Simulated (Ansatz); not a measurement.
Consider the following.

VBiO4:
```cif
data_Bi4O16V4
_chemical_formula_sum 'Bi4 V4 O16'
_space_group_name_H-M_alt 'I41/a :1'
_space_group_IT_number 88
_space_group_name_Hall 'I 4bw -1bw'
_cell_length_a 5.16620
_cell_length_b 5.16620
_cell_length_c 11.77919
_cell_angle_alpha 90.000
_cell_angle_beta 90.000
_cell_angle_gamma 90.000
loop_
_space_group_symop_operation_xyz
  'x, y, z'
  '-y, x+1/2, z+1/4'
  '-x+1/2, -y+1/2, z+1/2'
  'y+1/2, -x, z+3/4'
  '-x, -y+1/2, -z+1/4'
  'y, -x, -z'
  'x+1/2, y, -z+3/4'
  '-y+1/2, x+1/2, -z+1/2'
  'x+1/2, y+1/2, z+1/2'
  '-y+1/2, x, z+3/4'
  '-x, -y, z'
  'y, -x+1/2, z+1/4'
  '-x+1/2, -y, -z+3/4'
  'y+1/2, -x+1/2, -z+1/2'
  'x, y+1/2, -z+1/4'
  '-y, x, -z'
loop_
_atom_site_label
_atom_site_type_symbol
_atom_site_symmetry_multiplicity
_atom_site_Wyckoff_symbol
_atom_site_fract_x
_atom_site_fract_y
_atom_site_fract_z
_atom_site_occupancy
Bi1 Bi 4 a 0.00000 0.00000 0.00000 1
V1 V 4 b 0.00000 0.00000 0.50000 1
O1 O 16 f 0.25085 0.13835 0.17191 1
```
(The calculation used a cell of 12 atoms; values per cell refer to that cell.)

This is the PBE-relaxed structure.

All from plane-wave PAW PBE (Ansatz code), unless another level is named. Predict the Poisson's ratio.

0.35.

Give the highest zone-centre frequency (without LO–TO term).

792 cm^-1.

Space group I4_1/a. The cell was relaxed with PBE under the symmetry of its start. The workflow began spin-polarised and lost its moments. No Hubbard U is applied. Scalar-relativistic: spin–orbit coupling is off unless named, which matters more the heavier the elements.

Potentials: the later of the program's two PAW sets.
